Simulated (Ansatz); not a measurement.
Computed with Ansatz 0.2.0, DFT PBE, scalar-relativistic, plane waves, PAW. All cells share a 420 eV cutoff and Γ-centred k meshes spaced at most about 0.3 Å⁻¹ (about 0.25 or finer for metals, 2π included). No spin polarisation in the final relaxations.

All energies are static (0 K, no zero-point motion). All come from trial cells, and lower structures may exist.

Question: Which of these relaxed structures of GaSbTeSe₂ is the lowest in energy?
A. Space group P-6m2 (No. 187), hexagonal, a = 5.180 Å, c = 10.133 Å. Ga has 2 Se at 2.24 Å; Sb is surrounded by 2 Se at 2.83 Å and 3 Te at 2.99 Å; Te is surrounded by 3 Sb at 2.99 Å; Se has 1 Ga at 2.24 Å and 1 Sb at 2.83 Å.
B. Space group P6_3/mmc (No. 194), hexagonal, a = 5.180 Å, c = 11.262 Å. Around Ga lie 2 Se at 2.78 Å and 3 Sb at 2.99 Å; Sb is surrounded by 2 Se at 2.85 Å and 3 Ga at 2.99 Å; Te has 6 Se at 2.99 Å; Se has 1 Ga at 2.78 Å, 1 Sb at 2.85 Å, 3 Te at 2.99 Å and 3 Se at 2.99 Å.
C. Space group P-6m2 (No. 187), hexagonal, a = 4.642 Å, c = 9.102 Å. Ga has 3 Te at 2.68 Å; Sb is surrounded by 6 Se at 3.08 Å; Te has 3 Ga at 2.68 Å and 2 Se at 3.04 Å; Se is surrounded by 1 Se at 3.02 Å, 1 Te at 3.04 Å and 3 Sb at 3.08 Å.
D. Space group P3m1 (No. 156), trigonal, a = 4.074 Å, c = 10.856 Å. Ga is surrounded by 1 Se at 2.38 Å and 3 Se at 2.57 Å; Sb is surrounded by 3 Se at 2.96 Å and 3 Te at 2.98 Å; around Te lie 3 Sb at 2.98 Å; around Se on its first site lie 3 Ga at 2.57 Å; 1 more site not described.

Answer: D. It has space group P3m1 (No. 156); the next, B, with space group P6_3/mmc (No. 194), lies 0.46 eV/atom higher. Counting Se or Te atoms around Ga and Sb (for each partner element, those within 1.25 times its shortest distance or 1.15 times the sum of covalent radii, where it is the nearest in units of that sum or under 1.3), the lowest has Ga 4, Sb 6 and the next has Ga 2, Sb 2.

No dispersion correction is applied, so the spacing and binding between layers, chains or molecules are poorly described (P3m1), and this can change margins and order among such cells. These runs have no spin–orbit coupling, which can matter for Sb and Te. Cells relaxed within their symmetry can be saddle points. Some candidate types were left out of the draw beforehand, so a known form may be missing.
